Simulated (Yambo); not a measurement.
BSE-type run in Yambo on MgH₂ (rutile, space group P4_2/mnm, No. 136), at zero momentum.

Quantum ESPRESSO step (PBEsol, PseudoDojo standard norm-conserving files, scalar-relativistic):
```
&CONTROL
  calculation = 'nscf'
  pseudo_dir = './pseudo'
  outdir = './out'
/
&SYSTEM
  ibrav = 0
  nat = 6
  ntyp = 2
  ecutwfc = 84.0
  ecutrho = 336.0
  occupations = 'fixed'
  force_symmorphic = .true.
  nbnd = 38
/
&ELECTRONS
  conv_thr = 6.000000000000001e-09
  diago_full_acc = .true.
  diago_thr_init = 1e-08
/
ATOMIC_SPECIES
H 1.0080 H.upf
Mg 24.3050 Mg.upf
CELL_PARAMETERS angstrom
  4.476690000000   0.000000000000   0.000000000000
  0.000000000000   4.476690000000   0.000000000000
  0.000000000000   0.000000000000   2.992540000000
ATOMIC_POSITIONS crystal
H   0.695570000000   0.695570000000   0.000000000000
H   0.304430000000   0.304430000000   0.000000000000
H   0.804430000000   0.195570000000   0.500000000000
H   0.195570000000   0.804430000000   0.500000000000
Mg   0.500000000000   0.500000000000   0.500000000000
Mg   0.000000000000   0.000000000000   0.000000000000
K_POINTS automatic
6 6 10 0 0 0
```

Yambo input:
```
rim_cut
optics
bse
bss
dipoles
RandQpts= 1000000
RandGvec= 1 Ry
FFTGvecs= 40 Ry
BSKmod= "HF"
BSEmod= "resonant"
BSSmod= "hs"
BSENGexx= 15 Ry
BSENGBlk= 3 Ry
% KfnQP_E
 7.757 | 1.0 | 1.0 |
%
% BSEQptR
 1 | 1 |
%
% BSEBands
 9 | 18 |
%
% BEnRange
 0.0 | 18.4 | eV
%
% BDmRange
 0.15 | 0.15 | eV
%
BEnSteps= 368
% BLongDir
 1.0 | 0.0 | 0.0 |
%
BSHayTrs= -0.02
BSSNEig= 24
WRbsWF
```

From the report:

The dimension is k points × valence × conduction bands = 360 × 4 × 6 = 8640.
```
  [SLEPC] Approach                          : Krylov-Schur
  [SLEPC] Number of requested eigenvalues   :  24
  [SLEPC] Number of eigenvalues        [NEV]:  24
   [K] Dimension                                    :   8640
   [K] Bands                                        :   9  18
   [K] Exchange res                                 : yes
   [K] Correlation res                              : yes
   [K] W interaction is bare                        : yes
   [K] RL vectors exchange                          :   415
   [K] RL vectors correlation                       :   47
   [W] Matrix size                                  :   47
```

Geometry of the Materials Project entry, not relaxed at this level.
